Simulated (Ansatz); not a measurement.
**Data sheet: SrSi₂Ag₂ (DFT)**

SrSi$_{2}$Ag$_{2}$:
```
SrSi2Ag2
1.0
   -2.19354     2.19354     5.24669
    2.19354    -2.19354     5.24669
    2.19354     2.19354    -5.24669
Si Ag Sr
2 2 1
Direct
  0.38905   0.38905   0.00000
  0.61095   0.61095   0.00000
  0.75000   0.25000   0.50000
  0.25000   0.75000   0.50000
  0.00000   0.00000   0.00000
```

Space group I4/mmm (No. 139); conventional cell a = 4.3871 Å, b = 4.3871 Å, c = 10.4934 Å, α = 90.00°, β = 90.00°, γ = 90.00°.

Method: DFT-r²SCAN in the program Ansatz with PAW potentials. The cell and atoms are relaxed at this level. Other levels are named where they apply.

**Cell and energy**

```
Property                                                       Value
-----------------------------------------------------  -------------
Volume per atom                                             20.20 Å³
Density                                                   5.91 g/cm³
Formation energy from the elements (no fitted shifts)  -0.31 eV/atom
```

**Electronic structure**

```
Item                                                                         Value
------------------------------------  --------------------------------------------
Electronic character                                             metallic (no gap)
Density of states at the Fermi level  0.28 states/eV per atom (mean over ±0.08 eV)
```

**Mechanics**

```
Property                               Value
----------------------------------  --------
Bulk modulus (Birch–Murnaghan fit)  77.3 GPa
Pressure derivative B′                   4.9
```

**Charges**

```
Property                                Value
-------------  ------------------------------
Bader charges  Si -0.37, Ag -0.33, Sr +1.39 e
```

The workflow started from an entry of the Crystallography Open Database (COD). Whether it is the stable phase at ambient conditions was not checked. Symmetry was held in the r²SCAN relaxation; its stability against distortions is not shown here. The run is not spin-polarised. The references are the lowest solids computed at this level, not always the standard phases. Spin–orbit coupling is left out wherever it is not named.

Potentials: the later of the program's two PAW sets.
